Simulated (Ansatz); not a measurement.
## Relaxing FeNi

Level of theory: DFT PBEsol, scalar-relativistic, plane waves, PAW (Ansatz). Settings: 420 eV cutoff, 16×16×12 k-mesh, Gaussian smearing of 0.10 eV, collinear spin.

What was changed: uniaxial strain along c, with a, b and atoms relaxed: -2.0 %.

Command:

```bash
ansatz run input.yaml --threads 1 --pin off --max-ram 1331MiB --backend cpu --events-out ev --progress --plain --runs-dir out
```

Input:

```yaml
crystal:
  lattice:
    - [2.4804845243, 0.0, 0.0]
    - [0.0, 2.4804845243, 0.0]
    - [0.0, 0.0, 3.4622756655]
  atoms:
    - { symbol: Fe, position: [0.0, 0.0, 0.0], spin: 2.79 }
    - { symbol: Ni, position: [0.5, 0.5, 0.5], spin: 0.75 }
basis:
  ecutwfc: 420
kpoints:
  mp_grid: { grid: [16, 16, 12] }
hamiltonian:
  xc: pbesol
scf:
  occupations: { method: gaussian, width: 0.1 }
output:
  forces: true
  stress: true
  eigenvalues: true
  populations: true
magnetization:
  spin_polarized: true
relax:
  adjacent_minimum: "off"
  f_tol: 0.008
  max_steps: 40
  cell: { stress_tol: 0.015, fix: [c, angles] }
```

F is the free energy. Steps run on the plane waves of an earlier cell, but the last one, and at times one on the way, on a freshly chosen basis, so a repeated geometry can differ a little in energy. The held parts of the cell keep their stress, so P needn't end at zero.

Steps:

| step | F − F(1) (eV) | largest force component (eV/Å) | V (Å³/atom) | P (GPa) |
| --- | --- | --- | --- | --- |
| 1 | 0.0000 | 0.000 | 10.651 | 2.65 |
| 2 | -0.0003 | 0.000 | 10.678 | 2.13 |
| 3 | -0.0004 | 0.000 | 10.713 | 1.46 |
| 4 | -0.0005 | 0.000 | 10.713 | 1.47 |

Relaxed structure:

```yaml
crystal:
  lattice:
    - [2.48760, 0.00000, 0.00000]
    - [0.00000, 2.48760, 0.00000]
    - [0.00000, 0.00000, 3.46228]
  atoms:
    - { symbol: Fe, position: [0.00000, 0.00000, 0.00000] }
    - { symbol: Ni, position: [0.50000, 0.50000, 0.50000] }
```

It takes space group P4/mmm (No. 123, tetragonal). The conventional cell has a = 2.488 Å, b = 2.488 Å, c = 3.462 Å, α = 90.00°, β = 90.00°, γ = 90.00°. Fe (site symmetry 4/mmm) is surrounded by 8 Ni at 2.47 Å and 4 Fe at 2.49 Å. Around Ni (site symmetry 4/mmm) lie 8 Fe at 2.47 Å and 4 Ni at 2.49 Å.

The run converged. The run took about 80 core-seconds.